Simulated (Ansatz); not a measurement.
VN in space group P-43m (No. 215; V on 4e, N on 4e), PBE in the plane-wave PAW code Ansatz, all energies at zero smearing, with the estimated change up to a 700 eV cutoff added, with one set of potentials and settings (totals compare only within such a set). Cell of 8 atoms (4 V, 4 N): -13193.608 eV.

```
element             reference phase  E (eV/atom)
-------  --------------------------  -----------
V        Im-3m, 1 atoms in the cell   -2912.4140
N         Pa-3, 8 atoms in the cell    -384.0325
```

Formation energy per atom, worked out: (-13193.608 − 4×(-2912.4140) − 4×(-384.0325))/8 = -0.978 eV/atom (-94 kJ per mol of atoms), at 0 K, without zero-point energy or fitted corrections.

The start of the workflow was typed in or built on a structure type; neither database checked (COD, Materials Project) lists it. It is not the phase usual at ambient conditions (space group No. 225). The cell was relaxed with PBE under the symmetry of its start; its stability against distortions is not shown here. The workflow began spin-polarised and lost its moments. The references are the lowest solids computed at this level, not always the standard phases (solids in place of the gases).

Potentials: the later of the program's two PAW sets.
